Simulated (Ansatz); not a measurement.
ZnSe2: enthalpy against pressure

ZnSe2, Pa-3, a = 6.307 Å. The structure is a Materials Project entry; whether it is the stable form wasn't checked. Ansatz: r2SCAN, PAW, 500 eV, Γ-centred 4×4×4 mesh on 12 atoms, Gaussian smearing 0.02 eV; no spin polarisation. Cell and atoms are relaxed at each pressure, and no other structure is tried, so the rows at high pressure may lie past a change of phase. y is the enthalpy over the state at zero pressure; there V0 = 20.907 Å³/atom. The pressures are the targets, met within 0.06 GPa.

```
P (GPa) y (eV/atom)
   -2.0            ?
    0.0       0.0000
    2.0       0.2572
    5.0       0.6308
   10.0       1.2267
   20.0       2.3438
```

Q: Fit y = c1 P + c2 P² + c3 P³ to the other rows, say what c1 and c2 mean, and predict the missing value.

A: Least squares on the rows shown. y = 0.13021 P − 0.00085737 P² + 1.0322×10⁻⁵ P³. Since dH/dP = V, c1 is V0: 0.13021 eV/GPa × 160.2 = 20.860 Å³ against 20.907; c2 = −V0/(2B0) gives B0 = 76 GPa, where a Birch–Murnaghan fit to the volumes of the same runs (not shown) gives 66 GPa: a cubic over this range folds the higher terms into c2. At P = -2.0 the fit asked for gives -0.2639 eV/atom. The run gave -0.2651 eV/atom, so the fit is 0.0012 eV/atom too high, 0.046 % of the span of the series, against an rms of 0.00008 eV/atom on the fitted rows. The row lies outside the fitted range. With a term in P⁴ added, a fit to the same known rows (none to spare) predicts -0.2647 eV/atom, so most of the miss is curvature that the known rows already hold.

The mesh isn't the same in all rows (4×4×4, 6×6×6).